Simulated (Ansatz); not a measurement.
**FeCu (Cmmm): energy against the cell's spin moment**

```
CELL_PARAMETERS angstrom
1.43827 -1.98793 0.00000
1.43827 1.98793 0.00000
0.00000 0.00000 4.13814
ATOMIC_POSITIONS crystal
Fe 0.00000 0.00000 0.00000
Cu 0.50000 0.50000 0.50000
```

The geometry is a structure from the Materials Project, held fixed and not relaxed.

Settings: PBE, 12×12×7 k mesh, Fermi–Dirac smearing of 0.03 eV. PAW means Ansatz 0.2.0 on its default frozen-core files; LAPW is all-electron LAPW in Ansatz 0.2.0. Site moments are integrated in spheres about the atoms, whose radii differ between the methods. Start moments of the first PAW run (μB): Fe1 3.

The total moment M of the cell is held by giving each spin its own Fermi level. Half their difference over μB is the field that would hold M, so μB·B = dF/dM. Energies count from each method's free run. The held moment starts on the atoms that carry the free run's moments.

The free PAW run: Site moments (μB): Fe1 2.56, Cu2 0.09. Cell moment 2.62 μB.

```tsv
M (μB/cell)	ΔF PAW (meV/cell)	ΔF LAPW (meV/cell)	B, PAW (T)	largest site moment, PAW (μB)	pressure, PAW (GPa)
0.00	+604.7	+608.8	–	0.00	-9.4
0.65	+485.3	+480.6	-4600	0.81	-7.4
1.31	+285.8	+282.9	-5601	1.48	-6.0
1.83	+116.4	–	?	1.94	-3.9
2.23	+27.9	+27.6	-2331	2.26	-1.4
2.88	+25.3	–	+3273	2.73	3.6
3.14	+113.9	+113.6	+7769	2.87	5.8
3.54	+361.3	–	+14479	3.08	?
```

Q: Fill in "B, PAW (T)" for the row "1.83".

A: -5079.

Q: What belongs in the row "3.54", column "pressure, PAW (GPa)"?

A: 9.9.

Against an unpolarised PAW run, spin polarisation gains 302.3 meV per atom; the pressure goes from -9.4 to 1.5 GPa, the usual magnetovolume effect: the magnetic state wants the larger volume.

Q: Fit ΔF = E₀ + a₂M² + a₄M⁴ to the PAW points up to M = 3.14 μB, leaving out M = 0.65. What does the fit give, and how well does it predict the point left out?

A: E₀ = +588.3 meV, a₂ = -185.79 meV/μB², a₄ = +14.063 meV/μB⁴, with a worst miss of 25.1 meV. At M = 0.65 it gives +512.4 meV against the computed +485.3. Since a₂ < 0 the minimum lies at M₀ = √(−a₂/2a₄) = 2.57 μB, against 2.62 μB from the free run.

Separate runs put a uniform field on the spins (g = 2):

```
field (T)  M PAW (μB/cell)  M LAPW (μB/cell)
      200            2.629             2.629
     1000            2.679             2.680
     3000            2.865             2.866
```

The rows needn't lie on one branch: at M = 0 the run is unmagnetised, so slopes across such rows needn't follow B.

The Ansatz runs typed with the search for lower states off end where their start leads. None of this fixes the real material's magnetic order: only patterns that fit the cell were computed, at zero temperature, with a functional that can overstate moments.
